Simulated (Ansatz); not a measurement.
ZrHg (space group P4/mmm)

```yaml
crystal:
  lattice:
    - [3.14769, 0.00000, 0.00000]
    - [0.00000, 3.14769, 0.00000]
    - [0.00000, 0.00000, 4.27044]
  atoms:
    - { symbol: Zr, position: [0.50000, 0.50000, 0.50000] }
    - { symbol: Hg, position: [0.00000, 0.00000, 0.00000] }
```

In this cell atom 1 (Zr, nearest neighbour Hg at 3.084 Å; its periodic images, 3.1 Å or more away, move with it) is moved by s towards the nearest neighbour, unit vector (-0.510, -0.510, -0.692); all other atoms and the cell stay fixed.

Computed with r2SCAN (plane waves to 500 eV, PAW, scalar-relativistic; Ansatz, an electronic-structure program). k mesh 12×12×9 (Γ-centred), Fermi-Dirac smearing 0.05 eV. E stands for the smeared free energy. With partly filled bands, energies and forces of such displacements shift with the k mesh and the smearing. Spin-orbit coupling is left out, though Hg is heavy. ZrHg is run without spin polarisation. ZrHg was relaxed with its symmetry unable to fall. The zero of ΔE is the undisplaced structure.

Task: Predict the ΔE (meV/cell) at s (Å) = -0.310, -0.124, -0.062, 0.062, 0.124, 0.186, 0.248, 0.310.

Result: 
| s (Å) | ΔE (meV/cell) |
|---|---|
| -0.310 | 204 |
| -0.124 | 29 |
| -0.062 | 7 |
| 0.062 | 7 |
| 0.124 | 29 |
| 0.186 | 68 |
| 0.248 | 125 |
| 0.310 | 204 |

(A displaced cell: forces are minus the slopes of the energy, force constants its curvatures, and phonons follow from these.)
